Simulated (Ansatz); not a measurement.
Ga:
```
Ga
1.0
    4.35411     0.00000     0.00000
   -2.17705     3.77077     0.00000
    0.00000     0.00000     2.71277
Ga
2
Direct
  0.33333   0.66667   0.00000
  0.66667   0.33333   0.00000
```

Relaxed with PBEsol. Special points in fractions of this cell's reciprocal vectors: Γ (0.000, 0.000, 0.000); M (0.500, 0.000, 0.000); K (0.333, 0.333, 0.000); A (0.000, 0.000, 0.500); L (0.500, 0.000, 0.500); H (0.333, 0.333, 0.500).

### Question
List the band energies nearest the Fermi level at these points for PBEsol (plane waves, PAW; program Ansatz).

### Answer
In eV from the Fermi level; about four levels below and three above (degenerate sets whole), none deeper than 8.9 eV; points with the same levels are listed once.

```json
[
 {"k": "Γ", "below": "-1.15 -0.53 -0.53", "above": "3.30 3.30 6.16"},
 {"k": "M", "below": "-8.49 -6.88 -2.01", "above": "0.44 8.75 8.82"},
 {"k": "K", "below": "-7.60 -7.60 -3.64", "above": "4.85 4.85 6.34"},
 {"k": "A", "below": "-5.92 -3.92", "above": "2.73 2.73 2.98"},
 {"k": "L", "below": "-4.16 -2.72 -2.22 -0.51", "above": "1.33 4.95 6.33"},
 {"k": "H", "below": "-3.32 -3.32 -1.36 -1.36 -0.10", "above": "4.33 9.08 9.08"}
]
```

Space group P6/mmm. A made-up cell: these elements were put on the sites of a structure type; neither database checked (COD, Materials Project) lists it. It is not the phase usual at ambient conditions (space group No. 64). The cell was relaxed with PBEsol under the symmetry of its start. At this level the phase is dynamically unstable (imaginary phonons). Scalar-relativistic: spin–orbit coupling is off unless named, which matters more the heavier the elements.

Potentials: the earlier of the program's two PAW sets. The files were generated under PBE; for other functionals the program regenerates the frozen cores, and for LDA and PBEsol the local potential too.
